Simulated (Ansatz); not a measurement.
**TaN: moving Ta off its site**

TaN, Fm-3m, a = 4.358 Å (as given, not relaxed at this level: 4.4 GPa). This isn't the usual stable structure of the compound. Ansatz: PBEsol, PAW, 420 eV, Γ-centred 18×18×18 mesh on 2 atoms, Gaussian smearing 0.15 eV; no spin polarisation.

```xyz
2
Lattice="0.0000 2.1790 2.1790 2.1790 0.0000 2.1790 2.1790 2.1790 0.0000" Properties=species:S:1:pos:R:3 pbc="T T T"
Ta    2.1790    2.1790    2.1790
N     0.0000    0.0000    0.0000
```

Atom 1 (Ta) moves by x along the unit vector (0.000, 0.000, 1.000), with its periodic images; all else is held. y is the free energy of the cell over the start, F the force along the path summed over the moved atoms. Symmetry makes y even in x.

```
  x (Å) y (meV) F (eV/Å)
-0.1000    45.28      0.94
-0.0500    10.95      0.44
 0.0000     0.00      0.00
 0.0125     0.68     -0.11
 0.0250     2.71     -0.22
 0.0375     6.13     -0.33
 0.0625    17.21     -0.56
 0.0750    24.98     -0.68
 0.0875        ?         ?
```

Problem. Fit y = c2 x² + c4 x⁴ to the energies of the other rows, give the force constant, and predict energy and force of the missing row.

Solution. Least squares on the rows shown. y = 4328.9 x² + 19905 x⁴. The force constant is 2 c2 = 8.66 eV/Å², for the cell as given, at 4.4 GPa (for all images moving together, not for a lone atom). With two atoms in a cubic cell this is the optical mode at Γ (in a metal it hangs on mesh and smearing): ω = 521.5 √(2 c2/μ) = 426 cm⁻¹ for μ = 13.00 u. The force −dy/dx at the missing row is -0.81 eV/Å (computed -0.81). At x = 0.0875 the fit asked for gives 34.31 meV. The run gave 34.32 meV, so the fit is 0.01 meV too low, a small miss on the scale of the series.

Spin–orbit coupling is left out, which can shift energies with elements as heavy as these.